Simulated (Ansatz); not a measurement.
A (102) slab of SnO (P4/nmm (No. 129)), 12 planes, outer planes SnO (top) and SnO (bottom), with 24 atoms (Sn12O12) in a surface cell of A = 34.557 Å², as cut from the bulk:

```yaml
crystal:
  lattice:
    - [3.80803, 0.00000, 0.00000]
    - [0.00000, 9.07468, 0.00000]
    - [0.00000, 0.00000, 26.38785]
  atoms:
    - { symbol: O, position: [0.00000, 0.35218, 0.28422] }
    - { symbol: Sn, position: [0.00000, 0.59700, 0.28697] }
    - { symbol: Sn, position: [0.50000, 0.28346, 0.32070] }
    - { symbol: O, position: [0.50000, 0.52827, 0.32345] }
    - { symbol: O, position: [0.00000, 0.70436, 0.36269] }
    - { symbol: Sn, position: [0.00000, 0.94918, 0.36544] }
    - { symbol: Sn, position: [0.50000, 0.63564, 0.39917] }
    - { symbol: O, position: [0.50000, 0.88045, 0.40192] }
    - { symbol: O, position: [0.00000, 0.05654, 0.44115] }
    - { symbol: Sn, position: [0.00000, 0.30136, 0.44390] }
    - { symbol: Sn, position: [0.50000, 0.98782, 0.47763] }
    - { symbol: O, position: [0.50000, 0.23264, 0.48038] }
    - { symbol: O, position: [0.00000, 0.40873, 0.51962] }
    - { symbol: Sn, position: [0.00000, 0.65354, 0.52237] }
    - { symbol: Sn, position: [0.50000, 0.34000, 0.55610] }
    - { symbol: O, position: [0.50000, 0.58482, 0.55885] }
    - { symbol: O, position: [0.00000, 0.76091, 0.59808] }
    - { symbol: Sn, position: [0.00000, 0.00572, 0.60083] }
    - { symbol: Sn, position: [0.50000, 0.69218, 0.63456] }
    - { symbol: O, position: [0.50000, 0.93700, 0.63731] }
    - { symbol: O, position: [0.00000, 0.11309, 0.67655] }
    - { symbol: Sn, position: [0.00000, 0.35791, 0.67930] }
    - { symbol: Sn, position: [0.50000, 0.04436, 0.71303] }
    - { symbol: O, position: [0.50000, 0.28918, 0.71578] }
```

The calculation used DFT r2SCAN, scalar-relativistic, plane waves, PAW (Ansatz). Settings: cutoff 500 eV, Γ-centred mesh 9×4×1 on the computed 24-atom cell, Gaussian smearing of 0.05 eV; no spin polarisation. The cell repeats along c with a dipole correction in the vacuum.

Against the same 24 atoms in the bulk, the slab as cut lies 1.781 eV higher and the relaxed slab 1.471 eV higher.

Q: Work out the surface energy before and after relaxation.

A: The slab has two faces, so γ = (E_slab − N·E_bulk)/(2A), the mean of both. As cut: 1.781/(2 × 34.557) = 0.0258 eV/Å², and 1 eV/Å² = 16.02 J/m², so γ = 0.41 J/m². Relaxed: 1.471/(2 × 34.557) = 0.0213 eV/Å² = 0.34 J/m². Relaxation recovers 17 % of the cost of cutting.

Q: What is the ideal work of this cut, per area?

A: Griffith's ideal work is 2γ: 0.83 J/m² if the new faces stay rigid, 0.68 J/m² if they relax. Other cuts parallel to this plane can cost less. One thickness was run, 12 planes, so γ can still shift with it.